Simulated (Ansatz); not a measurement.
# AlIn3As4: rattling a relaxed structure

The cell was found from a structure generator's guess, not taken from experiment.

These are results of DFT PBE, scalar-relativistic, plane waves, PAW in Ansatz 0.2.0, not measurements. Settings: cutoff 420 eV, Γ-centred mesh 6×6×6 on the computed 8-atom cell, Gaussian smearing of 0.10 eV; no spin polarisation.

The cell below (8 atoms, space group P-43m (No. 215)) is relaxed within its symmetry.

```
Al In As
1.0
     6.06417    0.00000    0.00000
     0.00000    6.06417    0.00000
     0.00000    0.00000    6.06417
Al In As
1 3 4
Direct
  0.50000 0.50000 0.50000
  0.00000 0.00000 0.50000
  0.00000 0.50000 0.00000
  0.50000 0.00000 0.00000
  0.26104 0.26104 0.26104
  0.26104 0.73896 0.73896
  0.73896 0.26104 0.73896
  0.73896 0.73896 0.26104
```

For the test it was strained at random (σ = 1.5 % a component), the atoms were moved at random (σ = 0.05 Å), and all was relaxed again on a coarse 4×4×4 mesh (in the run’s order of axes) with 0.20 eV smearing, with no symmetry imposed.

Question: What happens?

Answer: It returns, within 1 meV/atom of the unmoved cell on that mesh and with the same symmetry when read at 0.1 Å (Cmm2 at 0.01 Å, so small strains and shifts remain). No instability shows in this cell; modes of other wave vectors, which need another repeat, aren't tested.
